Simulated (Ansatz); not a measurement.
MoS2 (2H-MoS2 type, space group P6_3/mmc)

```cif
data_Mo2S4
_chemical_formula_sum 'Mo2 S4'
_space_group_name_H-M_alt 'P63/mmc'
_space_group_IT_number 194
_space_group_name_Hall '-P 6c 2c'
_cell_length_a 3.14944
_cell_length_b 3.14944
_cell_length_c 12.09150
_cell_angle_alpha 90.000
_cell_angle_beta 90.000
_cell_angle_gamma 120.000
loop_
_atom_site_label
_atom_site_type_symbol
_atom_site_symmetry_multiplicity
_atom_site_Wyckoff_symbol
_atom_site_fract_x
_atom_site_fract_y
_atom_site_fract_z
_atom_site_occupancy
Mo1 Mo 2 c 0.33333 0.66667 0.25000 1
S1 S 4 f 0.66667 0.33333 0.12050 1
```

The relaxed cell is deformed in two ways at once: its volume V is scaled, and at that volume it is stretched along z (the c axis of the conventional cell) so that c/a changes. Fractional atomic positions are held.

Calculation: PBE-D3(BJ) (plane waves to 420 eV, PAW, scalar-relativistic; Ansatz, an electronic-structure program). k mesh 12×12×3 (Γ-centred), Fermi-Dirac smearing 0.05 eV. Energies are smeared free energies. As the atoms are clamped, bonds stretch with the cell, which overstates energies and stresses. MoS2 is run without spin polarisation. MoS2 was relaxed with its symmetry unable to fall. The PAW data are Ansatz's earlier set. ΔE is measured from the relaxed starting cell.

```
ΔE (meV/atom)         V/V₀ = 0.920  V/V₀ = 0.960  V/V₀ = 1.000  V/V₀ = 1.040  V/V₀ = 1.080
--------------------  ------------  ------------  ------------  ------------  ------------
(c/a)/(c/a)₀ = 0.960          79.0          28.3          11.3          21.6          53.8
(c/a)/(c/a)₀ = 0.980          67.7          18.4           2.8          14.3           [?]
(c/a)/(c/a)₀ = 1.000          62.4          14.4           0.0          12.6          46.9
(c/a)/(c/a)₀ = 1.020          62.8          16.1           2.7          16.2          51.4
(c/a)/(c/a)₀ = 1.040           [?]          23.0          10.6          25.0           [?]
```

Fill in the missing entries.


- (c/a)/(c/a)₀ = 0.980, V/V₀ = 1.080: 47.6
- (c/a)/(c/a)₀ = 1.040, V/V₀ = 0.920: 68.7
- (c/a)/(c/a)₀ = 1.040, V/V₀ = 1.080: 60.9

(Under strain, the slope of the energy per volume gives the stress and its curvature an elastic modulus.)
